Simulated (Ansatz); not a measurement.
One crystal and one scan (scan of one atom of the cell) at two levels, PBE (plane waves to 420 eV, PAW, scalar-relativistic; Ansatz, a first-principles code) and PBEsol (plane waves to 420 eV, PAW, scalar-relativistic; Ansatz), each from its own relaxed cell and on its own mesh.

The crystal is InSb (zinc blende); one In atom of a 4-atom cell moves by s along Cartesian [111], with its periodic images.

E stands for the smeared free energy. InSb was relaxed with its symmetry unable to fall. Spin-orbit coupling is left out, though Sb is heavy. (PBE) Left out: 1 of 11 points, with atoms too close for the PAW data. (PBEsol) Left out: 1 of 11 points, with atoms too close for the PAW data. With partly filled bands, energies and forces of such displacements shift with the k mesh and the smearing.

```tsv
quantity	run 1	run 2
Lattice constant a (Å)	6.519	6.635
Force constant k = d²E/ds² at s = 0 (finite differences) (eV/Å²)	6.48	5.82
```

### Question
Which run is which level?

### Answer
Run 2 is PBE, run 1 is PBEsol. PBE gives the higher value for: lattice constant a. PBE gives the lower value for: force constant k = d²E/ds² at s = 0. (PBE) At this level the bands of InSb touch or barely overlap; measurements give the solid a gap. (PBEsol) At this level the bands of InSb touch or barely overlap; measurements give the solid a gap. Both give the same shape of the curve: a single well with its minimum at or next to zero displacement.

(For displaced atoms, the force is minus the slope of the energy, and its curvature is a force constant, which sets phonon frequencies.)
